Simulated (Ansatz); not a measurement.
A relaxation computed with Ansatz, from input to last step.

```yaml
crystal:
  lattice:
    - [3.0584217931, -5.2973419481, 0.0]
    - [-6.1168435962, 5.7e-09, 0.0]
    - [0.0, 0.0, -10.0121483296]
  atoms:
    - { symbol: B, position: [0.3470968639, 0.1627982197, 0.0541141735], spin: 0.2 }
    - { symbol: Si, position: [0.8333333333, 0.1666666667, 0.0621585392] }
    - { symbol: Si, position: [0.3333333333, 0.6666666667, 0.0621585392] }
    - { symbol: Si, position: [0.8333333333, 0.6666666667, 0.0621585392] }
    - { symbol: Si, position: [0.1666666667, 0.3333333333, 0.5621585392] }
    - { symbol: Si, position: [0.6666666667, 0.3333333333, 0.5621585392] }
    - { symbol: Si, position: [0.1666666667, 0.8333333333, 0.5621585392] }
    - { symbol: Si, position: [0.6666666667, 0.8333333333, 0.5621585392] }
    - { symbol: Si, position: [0.0, 0.0, 0.3120994173] }
    - { symbol: Si, position: [0.5, 0.0, 0.3120994173] }
    - { symbol: Si, position: [0.0, 0.5, 0.3120994173] }
    - { symbol: Si, position: [0.5, 0.5, 0.3120994173] }
    - { symbol: Si, position: [0.5, 0.5, 0.8120994173] }
    - { symbol: Si, position: [1.0, 0.5, 0.8120994173] }
    - { symbol: Si, position: [0.5, 1.0, 0.8120994173] }
    - { symbol: Si, position: [1.0, 1.0, 0.8120994173] }
    - { symbol: C, position: [0.3401045358, 0.1418826473, 0.2473609162], spin: 0.2 }
    - { symbol: C, position: [0.8333333333, 0.1666666667, 0.2501922186] }
    - { symbol: C, position: [0.3333333333, 0.6666666667, 0.2501922186] }
    - { symbol: C, position: [0.8333333333, 0.6666666667, 0.2501922186] }
    - { symbol: C, position: [0.1666666667, 0.3333333333, 0.7501922186] }
    - { symbol: C, position: [0.6666666667, 0.3333333333, 0.7501922186] }
    - { symbol: C, position: [0.1666666667, 0.8333333333, 0.7501922186] }
    - { symbol: C, position: [0.6666666667, 0.8333333333, 0.7501922186] }
    - { symbol: C, position: [0.5, 0.5, 0.4995508249] }
    - { symbol: C, position: [1.0, 0.5, 0.4995508249] }
    - { symbol: C, position: [0.5, 1.0, 0.4995508249] }
    - { symbol: C, position: [1.0, 1.0, 0.4995508249] }
    - { symbol: C, position: [-0.0085304234, 0.0124172711, 1.00874798], spin: 0.2 }
    - { symbol: C, position: [0.5013617509, 0.000630584, 1.0043868413], spin: 0.2 }
    - { symbol: C, position: [0.0, 0.5, 0.9995508249] }
    - { symbol: C, position: [0.507718126, 0.4992195542, 0.998097953], spin: 0.2 }
  host:
    lattice:
      - [3.0584217981, -2.9e-09, 0.0]
      - [-1.5292108966, 2.6486709741, 0.0]
      - [0.0, 0.0, 10.0121483296]
    atoms:
      - { symbol: Si, position: [0.6666666667, 0.3333333333, 0.9378414608] }
      - { symbol: Si, position: [0.3333333333, 0.6666666667, 0.4378414608] }
      - { symbol: Si, position: [0.0, 0.0, 0.6879005827] }
      - { symbol: Si, position: [0.0, 0.0, 0.1879005827] }
      - { symbol: C, position: [0.6666666667, 0.3333333333, 0.7498077814] }
      - { symbol: C, position: [0.3333333333, 0.6666666667, 0.2498077814] }
      - { symbol: C, position: [0.0, 0.0, 0.5004491751] }
      - { symbol: C, position: [0.0, 0.0, 0.0004491751] }
basis:
  ecutwfc: 420
  xc_grid: 2
kpoints:
  mp_grid: { grid: [2, 2, 2], shift: [0.0, 0.0, 0.0] }
hamiltonian:
  xc: lda
scf:
  occupations: { method: gaussian, width: 0.01 }
output:
  forces: true
  stress: false
  eigenvalues: true
  populations: true
  charged_corrections:
    defect_position: [0.33333333, 0.16666667, 0.06215854]
    epsilon: [[10.2735, 0.0, 0.0], [0.0, 10.2735, 0.0], [0.0, 0.0, 10.9573]]
  write_density: true
  write_potential: true
  elf: true
  volumetric_format: npy
magnetization:
  spin_polarized: true
relax:
  adjacent_minimum: "off"
  f_tol: 0.025
  max_steps: 45
```

```bash
ansatz run input.yaml --threads 4 --pin off --max-ram 8192MiB --backend cpu --events-out ev --progress --plain --runs-dir out
```

Computed with Ansatz 0.2.0, DFT LDA, scalar-relativistic, plane waves, PAW.

The cell holds a point defect: B on a Si site (b), neutral.

Of 6 frames 6 are shown, positions in Å and forces in eV/Å; the SCF threshold varies from step to step.

```xyz
32
Lattice="3.0584 -5.2973 0.0000 -6.1168 0.0000 0.0000 0.0000 0.0000 -10.0121" Properties=species:S:1:pos:R:3:forces:R:3 pbc="T T T" step=1 free_energy_over_end_meV_per_atom=40.37
B     0.0658   -1.8387   -0.5418   -0.2226    0.3077   -1.3126
Si    1.5292   -4.4145   -0.6223   -1.5364    0.5974   -0.9767
Si   -3.0584   -1.7658   -0.6223    0.6099   -0.2925   -0.0107
Si   -1.5292   -4.4145   -0.6223   -0.4524   -0.4866   -0.2103
Si   -1.5292   -0.8829   -5.6284    0.0153    0.0090    0.0341
Si    0.0000   -3.5316   -5.6284    0.0944    0.0001    0.0559
Si   -4.5876   -0.8829   -5.6284    0.0066   -0.0418    0.1355
Si   -3.0584   -3.5316   -5.6284   -0.0673    0.0166    0.0476
Si    0.0000    0.0000   -3.1248    0.2565   -0.8259    0.7139
Si    1.5292   -2.6487   -3.1248    1.6129   -1.0470   -0.4329
Si   -3.0584    0.0000   -3.1248    0.0210    0.0807    0.1128
Si   -1.5292   -2.6487   -3.1248    1.2143    0.3857    0.7321
Si   -1.5292   -2.6487   -8.1309    0.1389   -0.0381   -0.2606
Si    0.0000   -5.2973   -8.1309    0.0311    0.0574   -0.0785
Si   -4.5876   -2.6487   -8.1309   -0.0603   -0.0640   -0.7387
Si   -3.0584   -5.2973   -8.1309   -0.2986    0.0419   -1.1861
C     0.1723   -1.8016   -2.4766   -4.3785    1.4709    1.8674
C     1.5292   -4.4145   -2.5050   -0.0168   -0.3583   -0.3501
C    -3.0584   -1.7658   -2.5050    0.6990    0.0735   -0.1021
C    -1.5292   -4.4145   -2.5050    0.1531    0.2249   -0.1662
C    -1.5292   -0.8829   -7.5110   -0.0112   -0.0140    0.0582
C     0.0000   -3.5316   -7.5110    0.0649   -0.0429    0.1218
C    -4.5876   -0.8829   -7.5110   -0.0240    0.0274   -0.1894
C    -3.0584   -3.5316   -7.5110    0.0095    0.0039    0.1577
C    -1.5292   -2.6487   -5.0016   -0.0152    0.0340   -0.0709
C     0.0000   -5.2973   -5.0016   -0.0553   -0.0166   -0.1116
C    -4.5876   -2.6487   -5.0016    0.0710   -0.0182   -0.2376
C    -3.0584   -5.2973   -5.0016   -0.0331    0.0030   -0.1194
C    -0.1020    0.0452  -10.0997    3.3062   -3.0945    2.1312
C     1.5295   -2.6559  -10.0561   -1.7980    1.4094    0.9416
C    -3.0584    0.0000  -10.0077   -0.3340   -0.1927    0.0950
C    -1.5008   -2.6896   -9.9931    0.9992    1.7894   -0.6504
32
Lattice="3.0584 -5.2973 0.0000 -6.1168 0.0000 0.0000 0.0000 0.0000 -10.0121" Properties=species:S:1:pos:R:3:forces:R:3 pbc="T T T" step=2 free_energy_over_end_meV_per_atom=9.75
B     0.0553   -1.8100   -0.6331   -0.3209    0.1903   -0.3728
Si    1.5706   -4.4321   -0.6013   -1.1632    0.3516   -0.7635
Si   -3.0658   -1.7788   -0.6195    0.5397    0.0328   -0.1552
Si   -1.5118   -4.3992   -0.6189   -0.1087   -0.4778   -0.1653
Si   -1.5283   -0.8853   -5.6268   -0.0034   -0.0413    0.0451
Si    0.0033   -3.5310   -5.6252   -0.0270    0.0078    0.0320
Si   -4.5925   -0.8880   -5.6234    0.0329   -0.0058    0.0653
Si   -3.0634   -3.5314   -5.6292    0.0380    0.0422    0.1998
Si   -0.0010   -0.0138   -3.0990    0.0658   -0.3233    0.2439
Si    1.4905   -2.6390   -3.0851    1.3046   -0.6776   -0.4293
Si   -3.0548   -0.0038   -3.1215   -0.0091   -0.0096    0.1172
Si   -1.5339   -2.6566   -3.1151    0.6345    0.3570    0.4257
Si   -1.5136   -2.6431   -8.1722    0.1473    0.0544    0.1114
Si    0.0045   -5.2972   -8.1338   -0.0248   -0.0140    0.0296
Si   -4.5902   -2.6464   -8.1531   -0.1636    0.1075   -0.3638
Si   -3.0562   -5.2967   -8.1362   -0.0312   -0.1737   -0.7395
C     0.0637   -1.7942   -2.4419   -2.0074    0.7761    1.2810
C     1.5299   -4.4230   -2.4927    0.0277   -0.0692   -0.1240
C    -3.0582   -1.7698   -2.5021    0.0486   -0.0049   -0.0766
C    -1.5233   -4.4190   -2.5014    0.0031    0.0021   -0.0990
C    -1.5249   -0.8870   -7.5136    0.0089    0.0824    0.0344
C     0.0043   -3.5296   -7.5128    0.0438   -0.0689    0.0204
C    -4.5865   -0.8840   -7.5146    0.0152    0.0225    0.0477
C    -3.0494   -3.5213   -7.5233   -0.0727   -0.0678   -0.1419
C    -1.5309   -2.6515   -4.9973    0.0293    0.0274   -0.0684
C    -0.0024   -5.3002   -5.0023    0.0233    0.0168   -0.0582
C    -4.5894   -2.6500   -4.9784   -0.0759    0.0071   -0.2656
C    -3.0610   -5.2979   -4.9873   -0.0042   -0.0506   -0.1956
C    -0.0257   -0.0277  -10.0626    1.4498   -1.3849    0.8747
C     1.4674   -2.6263  -10.0631   -0.4916    0.5195    0.4592
C    -3.0479   -0.0073  -10.0110   -0.1219    0.0144    0.1956
C    -1.4484   -2.6280  -10.0461    0.2134    0.7576   -0.1648
32
Lattice="3.0584 -5.2973 0.0000 -6.1168 0.0000 0.0000 0.0000 0.0000 -10.0121" Properties=species:S:1:pos:R:3:forces:R:3 pbc="T T T" step=3 free_energy_over_end_meV_per_atom=0.18
B     0.0089   -1.7724   -0.6536    0.0423   -0.0371   -0.0377
Si    1.5350   -4.4180   -0.6262    0.0169   -0.0004   -0.0417
Si   -3.0513   -1.7726   -0.6236   -0.0174    0.0063   -0.1000
Si   -1.5230   -4.4196   -0.6228   -0.0265    0.0197   -0.1090
Si   -1.5220   -0.8876   -5.6237   -0.0106   -0.0115   -0.0435
Si    0.0059   -3.5309   -5.6235   -0.0607   -0.0140   -0.0661
Si   -4.5885   -0.8888   -5.6245    0.0071    0.0442   -0.0502
Si   -3.0542   -3.5339   -5.6291    0.0140   -0.0038   -0.0180
Si    0.0037   -0.0273   -3.0891    0.0225    0.0104   -0.0944
Si    1.5175   -2.6438   -3.0919    0.0002    0.0268   -0.0509
Si   -3.0534   -0.0053   -3.1258   -0.0255   -0.0064   -0.1112
Si   -1.5029   -2.6438   -3.0881   -0.0349    0.0290   -0.0962
Si   -1.5063   -2.6420   -8.1697   -0.0444   -0.0081    0.0144
Si    0.0058   -5.3002   -8.1256   -0.0037   -0.0136    0.0598
Si   -4.5986   -2.6408   -8.1698    0.0517   -0.0226    0.0083
Si   -3.0549   -5.3145   -8.1710    0.0398   -0.0012    0.0410
C     0.0096   -1.7727   -2.3687   -0.0396    0.0140    0.0518
C     1.5308   -4.4219   -2.5061   -0.0051   -0.0044    0.0958
C    -3.0517   -1.7679   -2.5053    0.0091    0.0093    0.0987
C    -1.5213   -4.4222   -2.5047    0.0248   -0.0116    0.1152
C    -1.5210   -0.8857   -7.5093   -0.0183   -0.0091   -0.0187
C     0.0070   -3.5330   -7.5104   -0.0207    0.0133    0.0109
C    -4.5849   -0.8853   -7.5099   -0.0165    0.0094   -0.0217
C    -3.0524   -3.5316   -7.5462   -0.0098   -0.0066    0.0627
C    -1.5211   -2.6495   -4.9867    0.0329    0.0022    0.0543
C     0.0024   -5.3008   -5.0064    0.0193   -0.0045    0.0658
C    -4.5883   -2.6492   -4.9890    0.0236   -0.0043    0.0834
C    -3.0560   -5.3042   -4.9882    0.0225   -0.0246    0.0867
C     0.0027   -0.0941  -10.0516   -0.0027   -0.0729    0.0001
C     1.4512   -2.6030  -10.0511   -0.1012    0.0483   -0.0310
C    -3.0546   -0.0035  -10.0004    0.0207    0.0056    0.0338
C    -1.4443   -2.6029  -10.0515    0.0903    0.0181    0.0095
32
Lattice="3.0584 -5.2973 0.0000 -6.1168 0.0000 0.0000 0.0000 0.0000 -10.0121" Properties=species:S:1:pos:R:3:forces:R:3 pbc="T T T" step=4 free_energy_over_end_meV_per_atom=0.08
B     0.0147   -1.7791   -0.6570   -0.0855    0.0808   -0.0667
Si    1.5367   -4.4190   -0.6267   -0.0396    0.0135   -0.0322
Si   -3.0516   -1.7718   -0.6275   -0.0183    0.0445   -0.0170
Si   -1.5232   -4.4193   -0.6266   -0.0187    0.0228   -0.0042
Si   -1.5207   -0.8883   -5.6264    0.0063   -0.0075   -0.0012
Si    0.0047   -3.5307   -5.6270    0.0208   -0.0035    0.0050
Si   -4.5865   -0.8882   -5.6272    0.0090   -0.0172    0.0125
Si   -3.0534   -3.5350   -5.6267   -0.0002   -0.0014    0.0088
Si    0.0043   -0.0251   -3.0916    0.0222   -0.0092   -0.0041
Si    1.5160   -2.6413   -3.0930    0.0100   -0.0190   -0.0145
Si   -3.0547   -0.0027   -3.1313    0.0292   -0.0179    0.0065
Si   -1.5060   -2.6405   -3.0924    0.0215   -0.0303   -0.0060
Si   -1.5098   -2.6438   -8.1701    0.0026    0.0019    0.0110
Si    0.0052   -5.3008   -8.1226   -0.0017    0.0048   -0.0055
Si   -4.5968   -2.6435   -8.1717   -0.0185    0.0071    0.0194
Si   -3.0531   -5.3166   -8.1690   -0.0081    0.0009   -0.0073
C     0.0059   -1.7704   -2.3681   -0.0028    0.0073    0.0558
C     1.5299   -4.4206   -2.5015   -0.0099    0.0122   -0.0063
C    -3.0530   -1.7646   -2.5018   -0.0177    0.0145   -0.0106
C    -1.5202   -4.4203   -2.5003   -0.0208    0.0141   -0.0253
C    -1.5218   -0.8875   -7.5104   -0.0021    0.0024    0.0253
C     0.0052   -3.5321   -7.5108   -0.0020   -0.0065    0.0162
C    -4.5852   -0.8875   -7.5110    0.0093    0.0024    0.0221
C    -3.0539   -3.5341   -7.5404    0.0032   -0.0015   -0.0245
C    -1.5190   -2.6493   -4.9846   -0.0233    0.0010   -0.0073
C     0.0049   -5.3007   -5.0057   -0.0141    0.0085   -0.0074
C    -4.5873   -2.6495   -4.9847   -0.0009    0.0063   -0.0137
C    -3.0536   -5.3067   -4.9837   -0.0029    0.0219   -0.0207
C     0.0033   -0.0962  -10.0501    0.0452   -0.0362    0.0168
C     1.4437   -2.5991  -10.0547    0.0724   -0.0520    0.0482
C    -3.0537   -0.0028   -9.9974    0.0152   -0.0250    0.0133
C    -1.4412   -2.6023  -10.0513    0.0202   -0.0394    0.0144
32
Lattice="3.0584 -5.2973 0.0000 -6.1168 0.0000 0.0000 0.0000 0.0000 -10.0121" Properties=species:S:1:pos:R:3:forces:R:3 pbc="T T T" step=5 free_energy_over_end_meV_per_atom=0.01
B     0.0068   -1.7714   -0.6641   -0.0101    0.0164    0.0277
Si    1.5350   -4.4184   -0.6285   -0.0024    0.0097   -0.0089
Si   -3.0526   -1.7696   -0.6285   -0.0106   -0.0049   -0.0122
Si   -1.5246   -4.4178   -0.6280    0.0063   -0.0027   -0.0244
Si   -1.5204   -0.8885   -5.6260   -0.0135    0.0114   -0.0090
Si    0.0054   -3.5309   -5.6258   -0.0160   -0.0012   -0.0132
Si   -4.5860   -0.8887   -5.6257   -0.0045    0.0181   -0.0165
Si   -3.0534   -3.5349   -5.6269   -0.0018    0.0027   -0.0194
Si    0.0054   -0.0261   -3.0931    0.0020    0.0282   -0.0288
Si    1.5161   -2.6418   -3.0935    0.0178   -0.0075   -0.0233
Si   -3.0527   -0.0039   -3.1311   -0.0156    0.0089   -0.0339
Si   -1.5047   -2.6415   -3.0932   -0.0244   -0.0128   -0.0267
Si   -1.5098   -2.6434   -8.1693    0.0009    0.0000    0.0030
Si    0.0051   -5.3006   -8.1221   -0.0025   -0.0018    0.0038
Si   -4.5981   -2.6431   -8.1691    0.0089   -0.0024   -0.0035
Si   -3.0537   -5.3168   -8.1693    0.0039   -0.0090    0.0076
C     0.0059   -1.7702   -2.3653   -0.0063    0.0049    0.0041
C     1.5306   -4.4205   -2.5025    0.0001   -0.0064    0.0227
C    -3.0532   -1.7647   -2.5026    0.0062   -0.0008    0.0249
C    -1.5204   -4.4203   -2.5025    0.0134   -0.0071    0.0266
C    -1.5221   -0.8873   -7.5087    0.0020   -0.0010   -0.0034
C     0.0047   -3.5326   -7.5087    0.0015    0.0048    0.0007
C    -4.5849   -0.8870   -7.5087   -0.0032   -0.0025    0.0002
C    -3.0539   -3.5343   -7.5417   -0.0009    0.0009    0.0198
C    -1.5201   -2.6492   -4.9850    0.0197   -0.0013    0.0179
C     0.0046   -5.3004   -5.0054    0.0142   -0.0096    0.0184
C    -4.5873   -2.6492   -4.9851   -0.0001   -0.0045    0.0206
C    -3.0536   -5.3055   -4.9852    0.0063   -0.0203    0.0239
C     0.0054   -0.0994  -10.0501   -0.0058   -0.0248   -0.0056
C     1.4501   -2.6035  -10.0507   -0.0064    0.0016   -0.0008
C    -3.0533   -0.0035   -9.9968    0.0032    0.0015    0.0081
C    -1.4405   -2.6041  -10.0505    0.0175    0.0116   -0.0001
32
Lattice="3.0584 -5.2973 0.0000 -6.1168 0.0000 0.0000 0.0000 0.0000 -10.0121" Properties=species:S:1:pos:R:3:forces:R:3 pbc="T T T" step=6 free_energy_over_end_meV_per_atom=0.00
B     0.0053   -1.7694   -0.6634   -0.0007    0.0007    0.0130
Si    1.5346   -4.4179   -0.6286   -0.0003    0.0020    0.0053
Si   -3.0532   -1.7695   -0.6287   -0.0015   -0.0015    0.0065
Si   -1.5244   -4.4178   -0.6288    0.0005   -0.0002    0.0098
Si   -1.5206   -0.8884   -5.6264    0.0022   -0.0014    0.0029
Si    0.0051   -3.5310   -5.6264    0.0018    0.0016    0.0030
Si   -4.5860   -0.8883   -5.6264   -0.0004   -0.0024    0.0039
Si   -3.0533   -3.5350   -5.6276   -0.0002    0.0001    0.0034
Si    0.0052   -0.0247   -3.0941   -0.0010    0.0010    0.0027
Si    1.5161   -2.6417   -3.0940    0.0015   -0.0008    0.0015
Si   -3.0533   -0.0035   -3.1325    0.0010    0.0002    0.0059
Si   -1.5057   -2.6417   -3.0941   -0.0008    0.0006    0.0017
Si   -1.5095   -2.6437   -8.1692    0.0004   -0.0002    0.0018
Si    0.0051   -5.3008   -8.1219    0.0003    0.0003    0.0018
Si   -4.5972   -2.6436   -8.1692    0.0004   -0.0007    0.0007
Si   -3.0533   -5.3177   -8.1692    0.0000    0.0001    0.0014
C     0.0053   -1.7694   -2.3654   -0.0013    0.0014   -0.0024
C     1.5302   -4.4205   -2.5017   -0.0001    0.0004   -0.0063
C    -3.0532   -1.7644   -2.5017   -0.0007   -0.0008   -0.0064
C    -1.5199   -4.4204   -2.5017    0.0005   -0.0004   -0.0080
C    -1.5219   -0.8876   -7.5087   -0.0005    0.0003   -0.0014
C     0.0051   -3.5326   -7.5086   -0.0005    0.0005   -0.0021
C    -4.5846   -0.8876   -7.5086   -0.0003    0.0004   -0.0021
C    -3.0533   -3.5350   -7.5410    0.0003   -0.0003   -0.0013
C    -1.5194   -2.6495   -4.9845   -0.0008   -0.0002   -0.0040
C     0.0052   -5.3008   -5.0052   -0.0011    0.0006   -0.0045
C    -4.5871   -2.6495   -4.9845   -0.0006    0.0001   -0.0040
C    -3.0533   -5.3062   -4.9845   -0.0004    0.0008   -0.0045
C     0.0051   -0.1007  -10.0503    0.0007   -0.0004   -0.0046
C     1.4499   -2.6034  -10.0504    0.0028   -0.0015   -0.0031
C    -3.0533   -0.0035   -9.9961   -0.0005    0.0005   -0.0057
C    -1.4398   -2.6035  -10.0503   -0.0006   -0.0006   -0.0048
```

It took 2.4 min on 4 threads of AMD EPYC (Zen 3), with other jobs on the host, peak memory 1.3 GiB.